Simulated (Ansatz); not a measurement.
Values for one crystal, relaxed and computed with plane-wave PAW LDA (Ansatz code); other levels are named.

```yaml
volume_per_atom: 7.64 Å³
band_gap: 5.09 eV (direct)
Pressure derivative B′: 6.9
Highest zone-centre frequency (without LO–TO term): 3330 cm⁻¹
electron_effective_mass: 6.1, 8.9, 8.9 mₑ (principal values)
Electronic dielectric constant ε∞ (DFPT): 2.56 (xx = yy), 2.58 (zz)
Bulk modulus (Birch–Murnaghan fit): 39.7 GPa
```

Problem. Which compound is it?
A. AlN, zinc blende
B. TiH8N2F6, P-3m1 (Pearson symbol hP17)
C. LiH, rock salt
D. InGaN2, P3m1 (In on 1a, Ga on 1c, N on 1c, N on 1a)

Solution. B, TiH8N2F6, P-3m1 (Pearson symbol hP17)

The workflow started from a Materials Project entry (that database holds measured and hypothetical structures alike); the Crystallography Open Database files this formula in space group No. 164, but the cells were not matched. Whether it is the stable phase at ambient conditions was not checked. The cell was relaxed with LDA under the symmetry of its start. At this level the phase is dynamically unstable (imaginary phonons). No spin polarisation was allowed. A crystal of weakly bound molecules computed without a dispersion correction: the cell and the soft elastic constants depend strongly on that.

Potentials: the later of the program's two PAW sets.
